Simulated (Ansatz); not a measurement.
Relaxed-ion elastic tensor of KF (rock salt, space group No. 225) in GPa (Voigt order), DFT-PBEsol in the program Ansatz with PAW potentials; density 2.58 g/cm³, 18.68 Å³ per atom.

```
69.8  14.8  14.8   0.0   0.0   0.0
14.8  69.8  14.8   0.0   0.0   0.0
14.8  14.8  69.8   0.0   0.0   0.0
 0.0   0.0   0.0  13.6   0.0   0.0
 0.0   0.0   0.0   0.0  13.6   0.0
 0.0   0.0   0.0   0.0   0.0  13.6
```

Problem. Is the crystal mechanically stable?

Solution. Yes: the smallest eigenvalue of C is 13.6 GPa.

Problem. Work out the Voigt, Reuss and Hill averages.

Solution. K_V = 33.2, K_R = 33.2, K_H = 33.2; G_V = 19.1, G_R = 17.0, G_H = 18.1 GPa.

Problem. Give Young's modulus, Poisson's ratio, Pugh's ratio and the universal anisotropy index.

Solution. E = 9KG/(3K + G) = 45.9 GPa; ν = 0.27; K/G = 1.83 (near the Pugh limit of 1.75, no verdict); A_U = 5G_V/G_R + K_V/K_R − 6 = 0.62.

Problem. Estimate the sound speeds and the Debye temperature.

Solution. v_l = √((K + 4G/3)/ρ) = 4710 m/s, v_t = √(G/ρ) = 2650 m/s, mean 2940 m/s; Θ = (h/k)(3n/4πV)^(1/3) v_m = 330 K.

Problem. Give the Zener ratio and Young's modulus along [100], [110] and [111].

Solution. A = 2C44/(C11 − C12) = 0.49; 1/E = S11 − 2(S11 − S12 − S44/2)Γ with Γ = 0, 1/4, 1/3 gives 64.6, 40.3, 35.8 GPa.

Space group Fm-3m (rock salt). The PBEsol relaxation kept the symmetry of its start.

Potentials: the earlier of the program's two PAW sets. The files were generated under PBE; for other functionals the program regenerates the frozen cores, and for LDA and PBEsol the local potential too.
